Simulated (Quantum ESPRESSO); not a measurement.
InW3AgRuSc2, input and log of a self-consistent run

Computed values, not a measurement. The program is pw.x of Quantum ESPRESSO 7.5 (plane-wave density functional theory). The cell is made up: eight metal atoms on a hexagonal close-packed lattice, with elements, volume, strain and displacements drawn at random and not relaxed, so it may be unstable or far from any real phase. PseudoDojo standard norm-conserving files set the functional (PBE unless stated); there is no spin polarisation or spin-orbit coupling, the Fermi-Dirac width of 0.25 eV means electrons at about 2900 K, and the masses in the input are unused placeholders. Heavy elements are run without spin-orbit coupling, which real alloys of them have. A spin test at this wide smearing found no moment, but such smearing suppresses magnetism that the real alloy may have.

Input:

```
&control calculation='scf', pseudo_dir='./dojo.nc.sr.pbe.v0_5.standard.upf', outdir='./o', disk_io='medium', tprnfor=.true., tstress=.true. /
&system ibrav=0, nat=8, ntyp=5, nbnd=72, ecutwfc=84.00895049, nosym=.true., tot_charge=0,
 occupations='smearing', smearing='fd', degauss=0.0183746611
/
&electrons conv_thr=1.470e-08, electron_maxstep=70, mixing_beta=0.5 /
ATOMIC_SPECIES
Ag 1.0 Ag.upf
In 1.0 In.upf
Ru 1.0 Ru.upf
Sc 1.0 Sc.upf
W 1.0 W.upf
CELL_PARAMETERS angstrom
4.4096 -2.5459 0.0
-2.9397 0.0 -4.7794
2.9397 5.0917 0.0
ATOMIC_POSITIONS angstrom
In 0.0051 0.0383 0.0276
W 1.5839 2.4606 0.0145
W -0.0111 1.7344 -2.4017
Ag 1.3717 4.249 -2.2913
Ru 2.8808 0.0474 0.0092
Sc 4.4578 2.5786 -0.0464
W 1.4922 -0.8926 -2.3689
Sc 2.9907 1.7125 -2.4386
K_POINTS automatic
5 5 4 1 1 1
```

The log is shortened where brackets say so; the opening notice, blank lines, dates and the lines on written files are dropped, and the path of the files is cut. It prints rydbergs, bohrs and kilobars, and counts compression as positive stress. Its total energy is the free energy E - TS of the whole cell.

```
     Program PWSCF v.7.5
     Parallel version (MPI & OpenMP), running on       1 processor cores
     Number of MPI processes:                 1
     Threads/MPI process:                     1
     [start-up lines left out]
     bravais-lattice index     =            0
     lattice parameter (alat)  =       9.6221  a.u.
     unit-cell volume          =     965.5430 (a.u.)^3
     number of atoms/cell      =            8
     number of atomic types    =            5
     number of electrons       =       112.00
     number of Kohn-Sham states=           72
     kinetic-energy cutoff     =      84.0090  Ry
     charge density cutoff     =     336.0358  Ry
     scf convergence threshold =      1.5E-08
     mixing beta               =       0.5000
     number of iterations used =            8  plain     mixing
     Exchange-correlation= PBE
                           (   1   4   3   4   0   0   0)
     [axes and pseudopotential details left out]
   Cartesian axes
     site n.     atom                  positions (alat units)
         1        In     tau(   1) = (   0.0010016   0.0075219   0.0054205  )
         2        W      tau(   2) = (   0.3110703   0.4832499   0.0028477  )
         3        W      tau(   3) = (  -0.0021800   0.3406277  -0.4716822  )
         4        Ag     tau(   4) = (   0.2693952   0.8344830  -0.4500002  )
         5        Ru     tau(   5) = (   0.5657751   0.0093091   0.0018068  )
         6        Sc     tau(   6) = (   0.8754903   0.5064245  -0.0091127  )
         7        W      tau(   7) = (   0.2930608  -0.1753023  -0.4652405  )
         8        Sc     tau(   8) = (   0.5873590   0.3363267  -0.4789292  )
     number of k points=    50  Fermi-Dirac smearing, width (Ry)=  0.0184
                       cart. coord. in units 2pi/alat
        k(    1) = (   0.1407301   0.0437511  -0.1930958), wk =   0.0400000
        k(    2) = (   0.2489854   0.2312535  -0.2596811), wk =   0.0400000
     [further k points left out]
     Dense  grid:   100403 G-vectors     FFT dimensions: (  60,  64,  72)
     Estimated max dynamical RAM per process >     196.40 MB
     Initial potential from superposition of free atoms
     starting charge     111.9881, renormalised to     112.0000
     Starting wfcs are   79 randomized atomic wfcs
     total cpu time spent up to now is       47.6 secs
     per-process dynamical memory:   112.2 Mb
     Self-consistent Calculation
     iteration #  1     ecut=    84.01 Ry     beta= 0.50
     Davidson diagonalization with overlap
     ethr =  1.00E-02,  avg # of iterations =  2.3
     total cpu time spent up to now is      152.5 secs
     total energy              =   -1292.25473667 Ry
     estimated scf accuracy    <       2.34801519 Ry
     iteration #  2     ecut=    84.01 Ry     beta= 0.50
     Davidson diagonalization with overlap
     ethr =  2.10E-03,  avg # of iterations =  4.1
     total cpu time spent up to now is      274.5 secs
     total energy              =   -1292.67013852 Ry
     estimated scf accuracy    <      11.09192679 Ry
     iteration #  3     ecut=    84.01 Ry     beta= 0.50
     Davidson diagonalization with overlap
     ethr =  2.10E-03,  avg # of iterations =  2.0
     total cpu time spent up to now is      367.6 secs
     total energy              =   -1293.47727870 Ry
     estimated scf accuracy    <       1.11730803 Ry
     iteration #  4     ecut=    84.01 Ry     beta= 0.50
     Davidson diagonalization with overlap
     ethr =  9.98E-04,  avg # of iterations =  2.0
     total cpu time spent up to now is      456.7 secs
     total energy              =   -1293.57136159 Ry
     estimated scf accuracy    <       0.39145838 Ry
     iteration #  5     ecut=    84.01 Ry     beta= 0.50
     Davidson diagonalization with overlap
     ethr =  3.50E-04,  avg # of iterations =  2.3
     total cpu time spent up to now is      549.8 secs
     total energy              =   -1293.57066517 Ry
     estimated scf accuracy    <       0.14981307 Ry
     [iterations 6 to 13 left out]
     iteration # 14     ecut=    84.01 Ry     beta= 0.50
     Davidson diagonalization with overlap
     ethr =  5.35E-10,  avg # of iterations =  2.7
     total cpu time spent up to now is     1468.1 secs
     total energy              =   -1293.60991091 Ry
     estimated scf accuracy    <       0.00000009 Ry
     iteration # 15     ecut=    84.01 Ry     beta= 0.50
     Davidson diagonalization with overlap
     ethr =  8.25E-11,  avg # of iterations =  4.8
     total cpu time spent up to now is     1585.2 secs
     total energy              =   -1293.60991091 Ry
     estimated scf accuracy    <       0.00000027 Ry
     iteration # 16     ecut=    84.01 Ry     beta= 0.50
     Davidson diagonalization with overlap
     ethr =  8.25E-11,  avg # of iterations =  2.0
     total cpu time spent up to now is     1685.9 secs
     total energy              =   -1293.60991093 Ry
     estimated scf accuracy    <       0.00000005 Ry
     iteration # 17     ecut=    84.01 Ry     beta= 0.50
     Davidson diagonalization with overlap
     ethr =  4.20E-11,  avg # of iterations =  1.7
     total cpu time spent up to now is     1787.2 secs
     total energy              =   -1293.60991093 Ry
     estimated scf accuracy    <       0.00000002 Ry
     iteration # 18     ecut=    84.01 Ry     beta= 0.50
     Davidson diagonalization with overlap
     ethr =  2.21E-11,  avg # of iterations =  1.0
     total cpu time spent up to now is     1884.0 secs
     End of self-consistent calculation
     [lines on levels left out]
!    total energy              =   -1293.60991094 Ry
     estimated scf accuracy    <          1.2E-09 Ry
     smearing contrib. (-TS)   =      -0.12830107 Ry
     internal energy E=F+TS    =   -1293.48160987 Ry
     The total energy is F=E-TS. E is the sum of the following terms:
     one-electron contribution =    -346.98974852 Ry
     hartree contribution      =     233.49685976 Ry
     xc contribution           =    -252.26604222 Ry
     ewald contribution        =    -927.72267889 Ry
     convergence has been achieved in  18 iterations
     Forces acting on atoms (cartesian axes, Ry/au):
     atom    1 type  2   force =     0.01926899    0.00808089   -0.02772332
     atom    2 type  5   force =    -0.03871330   -0.04306489    0.01986401
     atom    3 type  5   force =    -0.03669037   -0.03589618    0.01727560
     atom    4 type  1   force =     0.04999159   -0.01225190   -0.02375986
     atom    5 type  3   force =     0.02826668    0.01141293    0.00037483
     atom    6 type  4   force =    -0.01002209    0.00042107    0.03029557
     atom    7 type  5   force =     0.01917739    0.10412806   -0.03403642
     atom    8 type  4   force =    -0.03127889   -0.03282998    0.01770960
     Total force =     0.166693     Total SCF correction =     0.000099
     Computing stress (Cartesian axis) and pressure
          total   stress  (Ry/bohr**3)                   (kbar)     P=      -10.55
  -0.00014230   0.00007963  -0.00003213          -20.93       11.71       -4.73
   0.00007963  -0.00007945  -0.00004337           11.71      -11.69       -6.38
  -0.00003213  -0.00004337   0.00000659           -4.73       -6.38        0.97
     init_run     :     44.90s CPU     47.28s WALL (       1 calls)
     electrons    :   1753.14s CPU   1836.53s WALL (       1 calls)
     forces       :     20.62s CPU     20.84s WALL (       1 calls)
     stress       :     67.52s CPU     68.11s WALL (       1 calls)
     [timing details left out]
     PWSCF        :  31m26.83s CPU  32m54.90s WALL
     JOB DONE.
```

In other units: free energy -17600.459 eV for the cell, pressure -1.06 GPa, largest force component 2.677 eV/Å in size. The run took 1976 s of wall time with one process on a shared machine (AMD EPYC, Zen 5, virtual cores), so the time is rough. A rerun of this cell at a higher cutoff and on a denser mesh moved values by no more than 0.002 eV in energy, 0.02 GPa in stress and 0.003 eV/Å in force, and a second program with other atomic files agreed on that cell to 2 % rms in force and 0.5 GPa in pressure.